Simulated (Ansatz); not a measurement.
SnMo3C (anti-perovskite, Pm-3m), r²SCAN in the plane-wave PAW code Ansatz, all energies at zero smearing, with the estimated change up to a 700 eV cutoff added, with one set of potentials and settings (totals compare only within such a set). Cell of 5 atoms (1 Sn, 3 Mo, 1 C): -21192.467 eV.

```
element                reference phase  E (eV/atom)
-------  -----------------------------  -----------
Sn          Fd-3m, 2 atoms in the cell   -6038.7047
Mo          Im-3m, 1 atoms in the cell   -4967.6249
C        P6_3/mmc, 4 atoms in the cell    -251.6688
```

Formation energy per atom, worked out: (-21192.467 − 1×(-6038.7047) − 3×(-4967.6249) − 1×(-251.6688))/5 = 0.156 eV/atom (15 kJ per mol of atoms), at 0 K, without zero-point energy or fitted corrections.

The start of the workflow was typed in or built on a structure type; neither database checked (COD, Materials Project) lists it. Whether it is the stable phase at ambient conditions was not checked. The r²SCAN relaxation kept the symmetry of its start; its stability against distortions is not shown here. No spin polarisation was allowed. Its formation energy is positive at this level, so the cell may be metastable or incomplete. The references are the lowest solids computed at this level, not always the standard phases. Spin–orbit coupling is left out wherever it is not named.

Potentials: the earlier of the program's two PAW sets.
